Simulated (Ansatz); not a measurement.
**23Na NMR of the central transition in NaTi₂P₃O₁₂**

Cell: a Materials Project structure (computed, not necessarily an observed phase), atoms as given.

```cif
data_NaTi2P3O12
_symmetry_space_group_name_H-M 'R-3c:H'
_symmetry_Int_Tables_number 167
_cell_length_a 8.6168
_cell_length_b 8.6168
_cell_length_c 22.0215
_cell_angle_alpha 90.000
_cell_angle_beta 90.000
_cell_angle_gamma 120.000
loop_
_atom_site_label
_atom_site_type_symbol
_atom_site_symmetry_multiplicity
_atom_site_Wyckoff_symbol
_atom_site_fract_x
_atom_site_fract_y
_atom_site_fract_z
Na Na 6 b 0.0000 0.0000 0.5000
Ti Ti 12 c 0.0000 0.0000 0.8554
P P 18 e 0.3333 0.9539 0.9167
O13 O 36 f 0.1922 0.1648 0.0878
O25 O 36 f 0.8416 0.5290 0.0261
```

One atom of each set is listed; the run and its k-mesh use a cell of 36 atoms with edges of 8.87, 8.87, 8.87 Å.

All values are calculated (Ansatz; DFT, PBE, plane waves and PAW (field gradients read without the response of the frozen cores, which leaves them typically 4 to 6 % off), scalar-relativistic, 420 eV cutoff, Γ-centred 3×3×3 k-points, Fermi–Dirac smearing 0.02 eV), not measured.

23Na has I = 3/2 and Q = 104.0 mb (Pyykkö 2018); at 11.7 T its Larmor frequency is ν₀ = 131.8 MHz. Only the quadrupole interaction is simulated: positions count from each site's isotropic chemical shift, and J coupling is left out, as are shift anisotropy and dipolar coupling, which fast spinning averages.

Simulated pattern of one Na site (fast magic-angle spinning, Gaussian broadening 0.06 kHz):

```json
{"offset (kHz)": "-3.056", "height": "0"}
{"offset (kHz)": "-2.985", "height": "0"}
{"offset (kHz)": "-2.913", "height": "3"}
{"offset (kHz)": "-2.841", "height": "4"}
{"offset (kHz)": "-2.769", "height": "4"}
{"offset (kHz)": "-2.697", "height": "4"}
{"offset (kHz)": "-2.626", "height": "4"}
{"offset (kHz)": "-2.554", "height": "5"}
{"offset (kHz)": "-2.482", "height": "5"}
{"offset (kHz)": "-2.410", "height": "5"}
{"offset (kHz)": "-2.338", "height": "5"}
{"offset (kHz)": "-2.267", "height": "5"}
{"offset (kHz)": "-2.195", "height": "5"}
{"offset (kHz)": "-2.123", "height": "5"}
{"offset (kHz)": "-2.051", "height": "5"}
{"offset (kHz)": "-1.980", "height": "6"}
{"offset (kHz)": "-1.908", "height": "8"}
{"offset (kHz)": "-1.836", "height": "69"}
{"offset (kHz)": "-1.764", "height": "68"}
{"offset (kHz)": "-1.692", "height": "47"}
{"offset (kHz)": "-1.621", "height": "40"}
{"offset (kHz)": "-1.549", "height": "36"}
{"offset (kHz)": "-1.477", "height": "34"}
{"offset (kHz)": "-1.405", "height": "32"}
{"offset (kHz)": "-1.333", "height": "32"}
{"offset (kHz)": "-1.262", "height": "31"}
{"offset (kHz)": "-1.190", "height": "31"}
{"offset (kHz)": "-1.118", "height": "31"}
{"offset (kHz)": "-1.046", "height": "32"}
{"offset (kHz)": "-0.974", "height": "33"}
{"offset (kHz)": "-0.903", "height": "34"}
{"offset (kHz)": "-0.831", "height": "36"}
{"offset (kHz)": "-0.759", "height": "38"}
{"offset (kHz)": "-0.687", "height": "42"}
{"offset (kHz)": "-0.616", "height": "49"}
{"offset (kHz)": "-0.544", "height": "60"}
{"offset (kHz)": "-0.472", "height": "100"}
{"offset (kHz)": "-0.400", "height": "66"}
{"offset (kHz)": "-0.328", "height": "1"}
{"offset (kHz)": "-0.257", "height": "0"}
```

(1) Which |C_Q| and η does the pattern imply?

Answers

(1) The pattern spans 2.51 kHz before broadening and its centre of gravity is at -1.17 kHz, which fixes P_Q; the places of the horns and steps fix η. That gives P_Q = 2.49 MHz, |C_Q| = 2.49 MHz and η = 0.00. The sign of C_Q can't be read from the pattern.

An axis of threefold or higher order runs through Na, so V_zz lies along it and η is zero.
